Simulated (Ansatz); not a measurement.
GaCuGeSe4 in space group I-4 (No. 82; Ga on 2b, Cu on 2d, Ge on 2c, Se on 8g), DFT-LDA in the program Ansatz with PAW potentials, all energies at zero smearing, with the estimated change up to a 700 eV cutoff added, with one set of potentials and settings (totals compare only within such a set). Cell of 7 atoms (1 Ga, 1 Cu, 1 Ge, 4 Se): -36014.037 eV.

```tsv
element	reference phase	E (eV/atom)
Ga	Cmce, 4 atoms in the cell	-3706.9815
Cu	Fm-3m, 1 atoms in the cell	-6555.7242
Ge	Fd-3m, 2 atoms in the cell	-4215.7216
Se	P3_121, 3 atoms in the cell	-5383.2604
```

Formation energy per atom, worked out: (-36014.037 − 1×(-3706.9815) − 1×(-6555.7242) − 1×(-4215.7216) − 4×(-5383.2604))/7 = -0.367 eV/atom (-35 kJ per mol of atoms), at 0 K, without zero-point energy or fitted corrections.

The first step of the workflow began from a Materials Project structure, measured or hypothetical; the Crystallography Open Database copy checked does not list it. Whether it is the stable phase at ambient conditions was not checked. Symmetry was held in the LDA relaxation; of distortions, only those at the zone centre were tested. No spin polarisation was allowed. The references are the lowest solids computed at this level, not always the standard phases.

Potentials: the later of the program's two PAW sets.
